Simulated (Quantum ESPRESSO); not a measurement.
```
CELL_PARAMETERS angstrom
      3.70266     0.00000     0.00000
     -1.85133     3.20660     0.00000
      0.00000     0.00000    15.60000
ATOMIC_POSITIONS crystal
  Se 0.33333 0.66667 0.08281
  Se 0.66667 0.33333 0.91719
  Pt 0.00000 0.00000 0.00000
```

The layer was cut from Materials Project entry mp-1115 and relaxed with PBEsol in a cell 15.6 Å high, with the Coulomb interaction truncated along z.

Problem. What does PBEsol (pw.x of Quantum ESPRESSO, ONCV potentials, with spin-orbit coupling) give for the electronic structure near the Fermi level?

Solution. The PBEsol gap is indirect, 1.22 eV, from Γ to 44 % of the way from Γ to M; the smallest direct gap is 1.41 eV. The valence-band maximum lies 5.54 eV below the vacuum level.
